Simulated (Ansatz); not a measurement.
Relaxed Tl (hcp, Mg type):

```
CELL_PARAMETERS angstrom
      7.21657     0.00000     0.00000
     -1.80414     3.12487     0.00000
      0.00000     0.00000     5.57421
ATOMIC_POSITIONS crystal
  Tl 0.16667 0.66667 0.75000
  Tl 0.66667 0.66667 0.75000
  Tl 0.33333 0.33333 0.25000
  Tl 0.83333 0.33333 0.25000
```

The atoms are displaced by Q × the pattern below (from a DFPT mode at M = (0.5, 0.0, 0.0), largest move 1; Q in Å), at fixed cell. (q is in reciprocal vectors of the primitive cell; the cell shown is doubled to hold the pattern.)

| atom | x | y | z |
|---|---|---|---|
| Tl1 | -0.500 | 0.866 | 0.000 |
| Tl2 | 0.500 | -0.866 | 0.000 |
| Tl3 | -0.500 | 0.866 | 0.000 |
| Tl4 | 0.500 | -0.866 | 0.000 |

Calculation: PBE (plane waves to 420 eV, PAW, scalar-relativistic; Ansatz, an electronic-structure program). k mesh 15×15×9 (Γ-centred), Fermi-Dirac smearing 0.05 eV. The energy includes the smearing's −TS. With partly filled bands, energies and forces of such displacements shift with the k mesh and the smearing. Spin-orbit coupling is left out, though Tl is heavy. The relaxed volume of Tl is well above the measured one; the method has no dispersion term. Tl was relaxed with its symmetry unable to fall. ΔE is measured from the undisplaced structure.

| Q (Å) | −dE/dQ from forces (eV/Å) | ΔE (meV/cell) |
|---|---|---|
| -0.280 | 0.328 | 43.1 |
| -0.233 | 0.270 | (withheld) |
| -0.187 | 0.208 | (withheld) |
| -0.140 | 0.147 | (withheld) |
| -0.093 | 0.091 | (withheld) |
| -0.047 | 0.044 | 1.0 |
| 0.000 | 0.000 | 0.0 |
| 0.047 | -0.044 | 1.0 |
| 0.093 | -0.091 | (withheld) |
| 0.140 | -0.147 | (withheld) |
| 0.187 | -0.208 | (withheld) |
| 0.233 | -0.270 | (withheld) |
| 0.280 | -0.328 | 43.1 |

Question: What belongs in the gaps?

Answer: 
- -0.233, ΔE (meV/cell): 29.1
- -0.187, ΔE (meV/cell): 17.9
- -0.140, ΔE (meV/cell): 9.7
- -0.093, ΔE (meV/cell): 4.1
- 0.093, ΔE (meV/cell): 4.1
- 0.140, ΔE (meV/cell): 9.7
- 0.187, ΔE (meV/cell): 17.9
- 0.233, ΔE (meV/cell): 29.1

(A displaced cell: forces are minus the slopes of the energy, force constants its curvatures, and phonons follow from these.)
